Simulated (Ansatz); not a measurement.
TiO2:
```xyz
6
Lattice="-1.8845 1.8845 4.7803 1.8845 -1.8845 4.7803 1.8845 1.8845 -4.7803" Properties=species:S:1:pos:R:3 pbc="T T T"
Ti     0.0000     0.0000     0.0000
Ti     0.0000     1.8845     2.3901
O      0.0000     1.8845     4.3730
O      0.0000     0.0000     1.9828
O      0.0000     0.0000     7.5778
O      0.0000     1.8845     0.4073
```

Relaxed with PBEsol. Special points in fractions of this cell's reciprocal vectors: Γ (0.000, 0.000, 0.000); X (0.000, 0.000, 0.500); P (0.250, 0.250, 0.250); N (0.000, 0.500, 0.000); M (0.500, 0.500, -0.500); S (0.289, 0.711, -0.289); S0 (-0.289, 0.289, 0.289); R (-0.078, 0.078, 0.500); G (0.500, 0.500, -0.078).

**Question.** List the band energies nearest the valence-band maximum at these points for PBEsol in the plane-wave PAW code Ansatz.

**Answer.** In eV from the valence-band maximum; about four levels below and three above (degenerate sets whole), none deeper than 8.9 eV; points with the same levels are listed once.

```
k                    below                above
-  -----------------------  -------------------
Γ  -0.77 -0.77 -0.47 -0.47  2.11 2.86 4.07 4.07
X  -2.09 -2.09 -0.05 -0.05  3.35 3.35 3.85 3.85
P  -1.62 -1.62 -0.26 -0.26  3.60 3.60 3.62 3.62
N  -1.99 -0.97 -0.83 -0.65       3.27 3.59 3.61
M  -1.27 -1.27 -0.11 -0.11  2.47 2.47 3.82 3.82
S  -1.21 -0.94 -0.91 -0.81       3.25 3.52 3.61
R  -1.93 -1.93 -0.09 -0.09  3.32 3.32 3.79 3.79
```

Space group I4_1/amd (anatase). The PBEsol relaxation kept the symmetry of its start. No spin polarisation was allowed.

Potentials: the earlier of the program's two PAW sets. The files were generated under PBE; for other functionals the program regenerates the frozen cores, and for LDA and PBEsol the local potential too.
